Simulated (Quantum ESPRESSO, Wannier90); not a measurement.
## Wannierisation of InP (wurtzite)

```xyz
4
Lattice="4.1681 0.0000 0.0000 -2.0841 3.6097 0.0000 0.0000 0.0000 6.8400" Properties=species:S:1:pos:R:3 pbc="T T T"
In    -2.0841     1.2032    -3.4186
In     2.0841    -1.2032     0.0014
P     -2.0841     1.2032    -0.8564
P      2.0841    -1.2032     2.5636
```

Structure: Materials Project mp-966800, symmetrised, not relaxed again. Not found in the COD (Crystallography Open Database) copy used, which has the formula in other groups; not checked further. Computed values, not measurements, from PBEsol: Quantum ESPRESSO (norm-conserving PseudoDojo potentials, cutoff 56 Ry, no spin polarisation, no spin-orbit coupling) on a Γ-centred 12×12×6 mesh, then Wannier90. Density: 12×12×6 mesh, Gaussian smearing 0.01 Ry. Spin-orbit coupling is left out although heavy elements are present.

Bands 11-18 form an isolated set from -11.45 to 0.00 eV relative to the valence-band maximum (on the path) and are turned into 8 Wannier functions by minimising the spread from the start: s functions at random places.

Centres (Cartesian, Å; one of the equivalent choices) and spreads:

```json
[
 {"n": "1", "x": "0.000", "y": "-3.276", "z": "-0.545", "spread (Å²)": "2.446", "nearest atom": "P3"},
 {"n": "2", "x": "-2.084", "y": "1.203", "z": "-1.778", "spread (Å²)": "2.463", "nearest atom": "P3"},
 {"n": "3", "x": "-3.415", "y": "1.972", "z": "2.875", "spread (Å²)": "2.446", "nearest atom": "P4"},
 {"n": "4", "x": "-1.331", "y": "1.638", "z": "-0.545", "spread (Å²)": "2.446", "nearest atom": "P3"},
 {"n": "5", "x": "0.000", "y": "3.276", "z": "2.875", "spread (Å²)": "2.446", "nearest atom": "P4"},
 {"n": "6", "x": "-2.084", "y": "-1.203", "z": "1.642", "spread (Å²)": "2.463", "nearest atom": "P4"},
 {"n": "7", "x": "-0.753", "y": "-1.972", "z": "-0.545", "spread (Å²)": "2.446", "nearest atom": "P3"},
 {"n": "8", "x": "1.331", "y": "-1.638", "z": "2.875", "spread (Å²)": "2.447", "nearest atom": "P4"}
]
```

Ω_I = 18.35 Å², Ω_total = 19.60 Å²; the interpolated bands follow pw.x to 5.2 meV rms on the path. It is the lowest total spread that any start reached here.
